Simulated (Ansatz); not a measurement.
Data:

ZnInGaO$_{4}$:
```yaml
crystal:
  lattice:
    - [1.65745, 0.95693, 8.58292]
    - [-1.65745, 0.95693, 8.58292]
    - [0.00000, -1.91385, 8.58292]
  atoms:
    - { symbol: Zn, position: [0.21869, 0.21869, 0.21869] }
    - { symbol: In, position: [0.00294, 0.00294, 0.00294] }
    - { symbol: Ga, position: [0.78714, 0.78714, 0.78714] }
    - { symbol: O, position: [0.29509, 0.29509, 0.29509] }
    - { symbol: O, position: [0.71124, 0.71124, 0.71124] }
    - { symbol: O, position: [0.12117, 0.12117, 0.12117] }
    - { symbol: O, position: [0.86373, 0.86373, 0.86373] }
```

This is the PBEsol-relaxed structure.

All from PBEsol in the plane-wave PAW code Ansatz, unless another level is named. Give the HSE06 gap on the PBEsol cell.

2.98 eV.

Predict the electron effective mass with spin–orbit coupling.

0.18, 0.19, 0.19 mₑ (principal values).

Next, the gap with spin–orbit coupling?

1.15 eV.

Space group R3m. The cell was relaxed with PBEsol under the symmetry of its start. Scalar-relativistic: spin–orbit coupling is off unless named, which matters more the heavier the elements.

Potentials: the later of the program's two PAW sets.
